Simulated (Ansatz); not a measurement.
NaCl:
```
NaCl
1.0
    0.00000     2.80101     2.80101
    2.80101     0.00000     2.80101
    2.80101     2.80101     0.00000
Na Cl
1 1
Direct
  0.00000   0.00000   0.00000
  0.50000   0.50000   0.50000
```

x, y and z are the axes in which the lattice vectors are written.

Task: Give the high-frequency dielectric tensor and the Born effective charge tensors of the independent atoms from DFPT, DFT-PBEsol in the program Ansatz with PAW potentials.

Result: 
ε∞:
```
2.57  0.00  0.00
0.00  2.57  0.00
0.00  0.00  2.57
```
Z* of atom 1 (Na), rows: field, columns: displacement, in e:
```
1.09  0.00  0.00
0.00  1.09  0.00
0.00  0.00  1.09
```
Z* of atom 2 (Cl), rows: field, columns: displacement, in e:
```
-1.09   0.00   0.00
 0.00  -1.09   0.00
 0.00   0.00  -1.09
```

Space group Fm-3m (rock salt). The PBEsol relaxation kept the symmetry of its start.

Potentials: the later of the program's two PAW sets.
